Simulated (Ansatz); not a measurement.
# LuH2ClO2, a strained cell with displaced atoms

```yaml
crystal:
  lattice:
    - [6.39433, -0.03005, -0.12054]
    - [-0.01707, 3.56530, 0.01133]
    - [-1.86713, 0.02862, 6.28325]
  atoms:
    - { symbol: Lu, position: [0.28415, 0.25353, 0.09997] }
    - { symbol: Lu, position: [0.70882, 0.73903, 0.88567] }
    - { symbol: Cl, position: [0.22756, 0.75729, 0.41556] }
    - { symbol: Cl, position: [0.77535, 0.25576, 0.58952] }
    - { symbol: O, position: [0.11749, 0.74820, 0.91529] }
    - { symbol: O, position: [0.89588, 0.25854, 0.08867] }
    - { symbol: H, position: [0.12954, 0.74742, 0.76897] }
    - { symbol: H, position: [0.86678, 0.25883, 0.22149] }
    - { symbol: O, position: [0.53724, 0.73197, 0.15653] }
    - { symbol: O, position: [0.46308, 0.27561, 0.83515] }
    - { symbol: H, position: [0.63619, 0.75282, 0.28719] }
    - { symbol: H, position: [0.36125, 0.24556, 0.70821] }
```

Level: m-r2SCAN, no spin polarisation; 500 eV; 3×5×3 (shifted by 0.5, 0.5, 0.5 steps) mesh; fermi-dirac occupations (width 0.1 eV); Ansatz 0.2.0, fixed geometry.

Stress: The pressure is 1.2 GPa (compression positive), so with the atoms held at these fractions the cell would first expand; the forces are large, so a full relaxation may end otherwise. The principal stresses -4.1, -2.4, 10.1 GPa differ, so its shape would change too.
Band edges: Within 0.7 eV of the edges, the states project mainly on Cl p (62 %) and O p (31 %) below the gap and on Lu d (70 %) and Lu s (13 %) above it.
Electronic structure: The gap on the k mesh is 5.90 eV; the mesh may miss the band edges, so the true gap of this level can be smaller.
Forces: The largest is on H12: 4.63 eV/Å, components (-1.81, -0.43, -4.24). It makes 175° with the line to a nearest neighbour, O10 at 0.89 Å, pointing away from it.

Origin: a strained cell with displaced atoms, so it need not be a known compound. Caveats: an odd or shifted mesh can miss the band edges, so this level's true gap may be smaller; atoms or cell far from equilibrium; m-r2SCAN is r2SCAN with a changed spin dependence that lowers moments.
